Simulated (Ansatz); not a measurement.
ZnPdF$_{6}$:
Space group R-3, hexagonal axes (No. 148); a = 4.8167 Å, b = 4.8167 Å, c = 13.4591 Å, α = 90.00°, β = 90.00°, γ = 120.00°

| atom | site | symmetry | x | y | z |
|---|---|---|---|---|---|
| Zn | 3b | -3. | 0.0000 | 0.0000 | 0.5000 |
| Pd | 3a | -3. | 0.0000 | 0.0000 | 0.0000 |
| F | 18f | 1 | 0.0047 | 0.3234 | 0.0822 |
(The calculation used a cell of 8 atoms; values per cell refer to that cell.)

Relaxed with LDA.

### Question
Which orbitals make up the states near the band edges in DFT-LDA in the program Ansatz with PAW potentials?

### Answer
Top 1 eV of the valence band: F 2p 52 %, Pd 4d 41 %. Bottom 1 eV of the conduction band: Pd 4d 48 %, F 2p 45 %. Projections are on Löwdin-orthogonalised atomic valence shells; empty p or d shells of many metals are not among them.

### Question
Tabulate the density of states.

### Answer
States/eV per cell of 8 atoms, in 0.25 eV bins, energy from the valence-band maximum.

```tsv
E (eV)	total	F 2p	Zn 3d	Pd 4d
-7.46	0.00	0.00	0.00	0.00
-7.21	2.43	1.43	0.05	0.72
-6.96	3.86	2.24	0.17	1.16
-6.71	9.33	5.10	0.80	3.07
-6.46	0.49	0.31	0.01	0.14
-6.21	1.62	1.25	0.22	0.06
-5.96	5.70	4.41	0.78	0.26
-5.71	3.81	2.35	0.55	0.81
-5.46	10.94	6.48	2.04	2.14
-5.21	9.72	5.77	1.71	2.02
-4.96	8.56	5.12	1.26	2.00
-4.71	7.43	4.71	1.03	1.54
-4.46	7.39	5.05	1.48	0.72
-4.21	9.27	3.91	4.61	0.66
-3.96	8.73	2.88	4.82	0.96
-3.71	5.80	1.26	3.71	0.79
-3.46	1.00	0.16	0.72	0.12
-3.21	5.96	3.97	1.49	0.37
-2.96	12.36	8.08	3.53	0.48
-2.71	10.41	7.61	2.20	0.38
-2.46	11.65	9.78	1.35	0.33
-2.21	12.88	11.51	0.80	0.41
-1.96	14.28	12.72	0.92	0.50
-1.71	4.41	3.90	0.35	0.14
-1.46	6.43	4.84	1.16	0.37
-1.21	8.32	5.55	2.32	0.35
-0.96	1.22	0.80	0.36	0.05
-0.71	2.67	1.30	0.14	1.15
-0.46	12.00	6.13	0.53	5.04
-0.21	8.62	4.73	0.44	3.31
0.04	0.71	0.41	0.03	0.26
0.29	0.00	0.00	0.00	0.00
0.54	0.00	0.00	0.00	0.00
0.79	0.00	0.00	0.00	0.00
1.04	0.00	0.00	0.00	0.00
1.29	0.00	0.00	0.00	0.00
1.54	0.00	0.00	0.00	0.00
1.79	4.67	2.00	0.02	2.31
2.04	7.04	3.16	0.07	3.44
2.29	4.29	2.01	0.11	1.99
2.54	0.00	0.00	0.00	0.00
2.79	0.00	0.00	0.00	0.00
3.04	0.00	0.00	0.00	0.00
3.29	0.00	0.00	0.00	0.00
3.54	0.00	0.00	0.00	0.00
3.79	0.00	0.00	0.00	0.00
4.04	0.00	0.00	0.00	0.00
4.29	0.00	0.00	0.00	0.00
4.54	0.00	0.00	0.00	0.00
4.79	0.00	0.00	0.00	0.00
5.04	0.00	0.00	0.00	0.00
5.29	0.00	0.00	0.00	0.00
5.54	0.02	0.00	0.00	0.00
5.79	0.13	0.01	0.00	0.00
6.04	0.22	0.02	0.00	0.00
6.29	0.30	0.03	0.00	0.00
6.54	0.38	0.05	0.00	0.00
```

The workflow started from a Materials Project entry (that database holds measured and hypothetical structures alike); the Crystallography Open Database files this formula in space group No. 148, but the cells were not matched. Its standing as an ambient phase is unchecked. Symmetry was held in the LDA relaxation; of distortions, only those at the zone centre were tested. No spin polarisation was allowed. Scalar-relativistic: spin–orbit coupling is off unless named, which matters more the heavier the elements.

Potentials: the later of the program's two PAW sets.
